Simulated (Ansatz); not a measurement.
Input:

AlNi (rock salt, Fm-3m), a = b = c = 4.857 Å, α = β = γ = 90.00°; the cell used has 2 atoms.

This is the PBE-relaxed structure.

All from plane-wave PAW PBE (Ansatz code), unless another level is named. Give the density of states at the Fermi level.

0.37 states/eV per atom (mean over ±0.08 eV).

Next, the formation energy from the elements (no fitted shifts)?

-0.029 eV/atom.

The start of the workflow was typed in or built on a structure type; neither database checked (COD, Materials Project) lists it. It is not the phase usual at ambient conditions (space group No. 221). Symmetry was held in the PBE relaxation; whether a distortion lowers the energy is not shown. The workflow began spin-polarised and lost its moments. The references are the lowest solids computed at this level, not always the standard phases.

Potentials: the earlier of the program's two PAW sets.
